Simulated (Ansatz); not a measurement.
Structure: an ordered 8-atom cell of Ga₄As₃P on the wurtzite lattice (P3m1), at its r2SCAN minimum. The symmetry is P3m1 (No. 156, trigonal); conventional cell a = 3.957 Å, c = 13.042 Å, 22.10 Å³ an atom. P is surrounded by 4 Ga at 2.37–2.41 Å; As is surrounded by 4 Ga at 2.44–2.46 Å; Ga is surrounded by 1 P at 2.37 Å and 3 As at 2.44 Å; Ga is surrounded by 4 As at 2.44–2.46 Å; Ga is surrounded by 3 P at 2.41 Å and 1 As at 2.46 Å.

```xyz
8
Lattice="3.9568 0.0000 0.0000 -1.9784 3.4267 0.0000 0.0000 0.0000 13.0423" Properties=species:S:1:pos:R:3 pbc="T T T"
P     1.9784    1.1422   -0.0011
As    1.9784    1.1422    6.5167
As    0.0000    2.2844    9.8169
As    0.0000    2.2844    3.2148
Ga    1.9784    1.1422   10.6674
Ga    1.9784    1.1422    4.0595
Ga    0.0000    2.2844    7.3608
Ga    0.0000    2.2844    0.7524
```

3 runs of Ansatz 0.2.0 on this cell differ in the functional (and in the settings that go with it). Levels are in eV from each run's valence top; v1 is the last filled band, c1 the first empty one.

Run A, mean stress +0.6 GPa (compression positive):
```tsv
point	v4	v3	v2	v1	c1	c2
Γ	-0.67	-0.27	0.00	0.00	1.47	1.66
M	-2.43	-2.36	-2.22	-1.36	1.86	2.00
K	-3.37	-3.14	-2.03	-1.89	2.75	2.78
A	-0.37	-0.37	-0.16	-0.16	1.59	1.89
L	-2.25	-2.11	-1.77	-1.60	1.95	2.05
H	-2.89	-2.72	-2.67	-2.64	3.53	3.57
```

Run B, mean stress +0.4 GPa (compression positive):
```tsv
point	v4	v3	v2	v1	c1	c2
Γ	-0.68	-0.27	0.00	0.00	2.10	2.26
M	-2.47	-2.39	-2.26	-1.39	2.50	2.64
K	-3.44	-3.21	-2.06	-1.91	3.40	3.43
A	-0.38	-0.38	-0.16	-0.16	2.22	2.52
L	-2.29	-2.14	-1.81	-1.63	2.60	2.69
H	-2.94	-2.77	-2.71	-2.69	4.19	4.23
```

Run C, mean stress +2.7 GPa (compression positive):
```tsv
point	v4	v3	v2	v1	c1	c2
Γ	-0.61	-0.26	0.00	0.00	0.70	0.80
M	-2.23	-2.20	-2.04	-1.24	1.20	1.34
K	-3.11	-2.88	-1.87	-1.74	2.03	2.16
A	-0.34	-0.34	-0.15	-0.15	0.84	1.13
L	-2.08	-1.96	-1.63	-1.47	1.28	1.36
H	-2.66	-2.52	-2.47	-2.45	2.89	2.94
```

Question: Match the runs to PBE, HSE06, PBE0.

Answer: A is HSE06, B is PBE0, C is PBE. In order of the gap: PBE 0.70, HSE06 1.47, PBE0 2.10 eV.

Simulation only: spin-unpolarised, and no claim that this is the phase found in nature.

Spin-orbit coupling is left out.

The stress of a hybrid is loosely converged in these runs.

The meshes of the hybrids are coarse, so their gaps aren't converged to the digits shown.
